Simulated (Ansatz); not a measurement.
Bi:
Space group R-3m, hexagonal axes (No. 166); a = b = 4.5339 Å, c = 12.3740 Å, α = β = 90.00°, γ = 120.00°

```
atom  site  symmetry       x       y       z
----  ----  --------  ------  ------  ------
Bi      6c        3m  0.0000  0.0000  0.2316
```
(The calculation used a cell of 2 atoms; values per cell refer to that cell.)

Relaxed at zero pressure with plane-wave PAW r²SCAN (Ansatz code).

**Question.** The volume is raised by 9 % and shape and atoms relax at that volume. What pressure results, and how do the axes share the change?

**Answer.** -1.4 GPa; a 0.1 %, b 0.1 %, c 8.8 %; the energy rises by 17 meV/atom.

**Question.** Give the new structure.

**Answer.** 
Space group R-3m, hexagonal axes (No. 166); a = b = 4.5387 Å, c = 13.4591 Å, α = β = 90.00°, γ = 120.00°

```
atom  site  symmetry       x       y       z
----  ----  --------  ------  ------  ------
Bi      6c        3m  0.0000  0.0000  0.2266
```

The phase is kept; no other phase was compared at this pressure.

The r²SCAN relaxation kept the symmetry of its start; of distortions, only those at the zone centre were tested. Axis ratios of metals converge slowly with the k-mesh, so a and c are less sure than the volume. Spin–orbit coupling is left out wherever it is not named.

Potentials: the later of the program's two PAW sets.
